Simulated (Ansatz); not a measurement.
BaMg₂Pb₂: reading a single point

```yaml
crystal:
  lattice:
    - [6.86470, 0.02371, 0.54058]
    - [0.53163, 6.23095, -0.48927]
    - [-0.72589, 1.62538, 7.58771]
  atoms:
    - { symbol: Pb, position: [0.20891, 0.81998, 0.39949] }
    - { symbol: Pb, position: [0.35205, 0.63418, 0.80230] }
    - { symbol: Mg, position: [0.18380, 0.09277, 0.71701] }
    - { symbol: Mg, position: [0.30177, 0.44970, 0.17267] }
    - { symbol: Mg, position: [0.05241, 0.11301, 0.07943] }
    - { symbol: Mg, position: [0.65566, 0.26961, 0.92612] }
    - { symbol: Ba, position: [0.70916, 0.73734, 0.11154] }
    - { symbol: Ba, position: [0.73167, 0.92644, 0.61044] }
    - { symbol: Pb, position: [0.98600, 0.41286, 0.43744] }
    - { symbol: Pb, position: [0.54654, 0.46042, 0.49406] }
```

Single point in Ansatz 0.2.0 with PBE, no spin polarisation. Cutoff 420 eV, PAW datasets, 3×3×3 (shifted by 0, 0.5, 0 steps) k mesh, fermi-dirac filling (width 0.1 eV).

(1) What does the stress say?

(2) What happens at the Fermi level?

(3) What do density and ELF say about some of the short contacts?

(4) Give the Bader charges.

Origin: a disordered cell, so it need not be a known compound. Caveats: the k mesh is coarse if the cell is a metal.

## Answers

(1) The pressure is 2.6 GPa (compression positive), so with the atoms held at these fractions the cell would first expand; the forces are large, so a full relaxation may end otherwise. The principal stresses 1.2, 3.1, 3.6 GPa differ, so its shape would change too.

(2) It is a metal, with about 6.1 states/eV a cell as the mean within 0.25 eV of the Fermi level.

(3) Mg–Mg at 2.98 Å: least valence density 0.11 e/Å³ and ELF 0.64 there. Mg–Pb at 3.00 Å: least valence density 0.15 e/Å³ and ELF 0.14 there. Pb–Pb at 3.04 Å: least valence density 0.25 e/Å³ and ELF 0.31 there. Both are smooth PAW fields, read partly inside the augmentation spheres.

(4) Bader charges in e: Ba +0.89 to +0.97, Mg +0.06 to +0.82, Pb -1.29 to -0.83. In the mean Ba gives up most and Pb takes most.
